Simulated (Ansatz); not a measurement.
Mg2TeS in space group R3m (No. 160; Mg on 3a, Mg on 3a, Te on 3a, S on 3a), plane-wave PAW LDA (Ansatz code). The conduction-band minimum lies at Γ, with 1 equivalent valley. Second derivatives d²E/dk² of the lowest band at one valley (eV·Å²), along Cartesian directions:

| direction | d²E/dk² |
|---|---|
| [100] | 32.56 |
| [010] | 32.56 |
| [001] | 38.13 |
| [110] | 32.56 |
| [101] | 35.35 |
| [011] | 35.35 |

Task: Find the principal effective masses, the density-of-states mass and the conductivity mass.

Result: Off-diagonal terms follow from H_xy = H[110] − (H_xx + H_yy)/2, and m*/mₑ = 7.620 eV·Å² over each eigenvalue: 0.20, 0.23, 0.23. One valley's DOS mass (m₁m₂m₃)^(1/3) = 0.22, conductivity mass 3/(Σ 1/mᵢ) = 0.22 mₑ.

Task: What effective density of states Nc follows at 300 K for parabolic valleys?

Result: Nc = 2.509e19 × 1 × (0.22)^(3/2) ≈ 2.6e18 cm⁻³.

The first step of the workflow began from a Materials Project structure, measured or hypothetical; the Crystallography Open Database copy checked does not list it. Whether it is the stable phase at ambient conditions was not checked. The LDA relaxation kept the symmetry of its start; of distortions, only those at the zone centre were tested. Spin–orbit coupling is left out wherever it is not named.

Potentials: the later of the program's two PAW sets.

Edges and masses are those of Kohn–Sham bands, whose gap is no quasiparticle gap.
